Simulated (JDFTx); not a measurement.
Al(111) slab cut from bulk Al (space group Fm-3m, indices of the conventional cell, lattice of the Materials Project entry mp-134, not re-optimised): 9 atoms in 3 planes, a (√3×√3)R30° cell of 21.19 Å² (|a| = 4.947, |b| = 4.947 Å), 4.7 Å between the outermost planes, cell height 23.7 Å, 6×6×1 k mesh, Fermi smearing 0.01 Ha, no spin polarisation.

Adsorbate: CH3 on both faces at 0.33 monolayer, started ontop and relaxed in vacuum, keeping the symmetry of the start.

Computed with a modified build of JDFTx: PBE, GBRV ultrasoft potentials, plane waves to 20/100 Ha. The adsorption energy per CH3 is [E(slab + 2 CH3) − E(slab)]/2 − (E(CH4) − ½ E(H2)), with the gas molecules relaxed at the same level and slab energies taken as (E + F)/2, the usual estimate of zero smearing. In reaction energies these potentials put H₂ about 0.03 eV too high against large-basis PBE. These are electronic energies without vibrational corrections. Reconstruction of the substrate beyond this cell is outside the model.

Predict the adsorption energy and the geometry, and the change of the work function.

0.73 eV. C sits 2.00 Å above the highest substrate atom, bound to 1 Al at 2.00 Å; C–H is 1.10 Å. The work function goes from 3.98 to 4.42 eV. In CANDLE, water, 1 M KF, at zero charge, the adsorption energy is 0.73 eV and the potential of zero charge moves from -0.76 to -0.28 V vs SHE (4.44 V convention).
